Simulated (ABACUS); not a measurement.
Worked example: self-consistent single point of Ti (P6_3/mmc, 2 atoms in the cell; from Materials Project mp-46, lattice scaled a little) in ABACUS.

All values come from this method and carry its errors: ABACUS with LDA (PW92), numerical atomic orbitals DZP (confined pseudo-atomic orbitals with Gaussian additions; energy shift 0.003 Ry), PseudoDojo 0.4 standard norm-conserving LDA (tails mended) pseudopotentials.

```xyz
2
Lattice="2.9671 0.0000 0.0000 -1.4836 2.5696 0.0000 0.0000 0.0000 4.6905" Properties=species:S:1:pos:R:3 pbc="T T T"
Ti     0.0000     1.7131     1.1726
Ti     1.4836     0.8565     3.5179
```

Reference input (self-consistent single point, DFT, LDA (PW92), numerical atomic orbitals DZP (confined pseudo-atomic orbitals with Gaussian additions; energy shift 0.003 Ry), PseudoDojo 0.4 standard norm-conserving LDA (tails mended) pseudopotentials): basis = DZP numerical atomic orbitals, energy shift 0.003 Ry; KPT = Gamma 13 13 7 0 0 0; basis_type = lcao; dft_functional = PWLDA; ecutwfc = 100 Ry; smearing_method = gaussian; smearing_sigma = 0.00734986 Ry; potentials = PseudoDojo 0.4 standard norm-conserving LDA (tails mended); symmetry = 1; symmetry_prec = 1e-05; ks_solver = scalapack_gvx; scf_nmax = 100. This run's input differs from it in these lines:

```diff
@@ -10,4 +10,4 @@
 symmetry_prec        1e-05
-smearing_method      gaussian
-smearing_sigma       0.00734986
+smearing_method      fd
+smearing_sigma       0.00367493
 ks_solver            scalapack_gvx
```

Output, abridged:

```
 SELF-CONSISTENT
 -------------------------------------------

                  longest orb rcut (Bohr) = 9.2
   longest nonlocal projector rcut (Bohr) = 1.7
                     search radius (Bohr) = 21.8

                          real space grid = [ 36, 36, 60 ]
                                 init_chg = atomic

 LCAO ALGORITHM --------------- ION=   1  ELEC=   1--------------------------------

 Density error is 0.0479549372167
 E_KohnSham     -237.3449322763      -3229.2434703821
 E_Fermi        0.9662135149         13.1460092867

 LCAO ALGORITHM --------------- ION=   1  ELEC=   2--------------------------------

   [... lines left out ...]

   [... 3 blocks of this kind left out ...]

 LCAO ALGORITHM --------------- ION=   1  ELEC=   6--------------------------------

 Density error is 2.52839046777e-05
 E_KohnSham     -237.3630641771      -3229.4901675477
 E_Fermi        0.9325368514         12.6878147746

 LCAO ALGORITHM --------------- ION=   1  ELEC=   7--------------------------------

 Density error is 6.97351900376e-07
 E_KohnSham     -237.3630641801      -3229.4901675893
 E_KS(sigma->0) -237.3623578585      -3229.4805575911
 E_entropy(-TS) -0.0014126432        -0.0192199963
 E_Fermi        0.9325533850         12.6880397253
 charge density convergence is achieved
 final etot is -3229.4901676 eV
 EFERMI = 12.688039725 eV

 STATE ENERGY(eV) AND OCCUPATIONS    NSPIN == 1
   [... 19 lines left out ...]

 TOTAL-FORCE (eV/Angstrom)
                       Ti1         0.0000000000         0.0000000000         0.0000000000
                       Ti2         0.0000000000         0.0000000000         0.0000000000

 TOTAL-STRESS (KBAR)
      -104.5658744409        -0.0000000060         0.0000000000
        -0.0000000060      -104.5658214333         0.0000000000
         0.0000000000         0.0000000000      -102.2870209135
 TOTAL-PRESSURE: -103.806239 KBAR

 --------------------------------------------
 !FINAL_ETOT_IS -3229.4901675892556341 eV
 --------------------------------------------
```

The run converged in 7 iterations. Against the reference run the free energy drops by 1.9 meV/atom and the pressure moves little (-10.39 to -10.38 GPa).

The atom-centred basis is finite, which shifts total energies and pressures against plane waves. This run is one point of a test of settings, so its values need not be converged; read them against the reference run alone. The structure comes from a collection of computed structures, made at another level of theory; the collection holds predicted forms beside known ones. Its lattice was then scaled.

Cost on one core: about 20 core-seconds (a rough figure).

The atomic orbitals were generated for these runs; they are not ABACUS's published sets and were checked against plane waves on a few crystals only.

“Tails mended”: in these copies of the files the far tail of each local potential was reset to the Coulomb form.
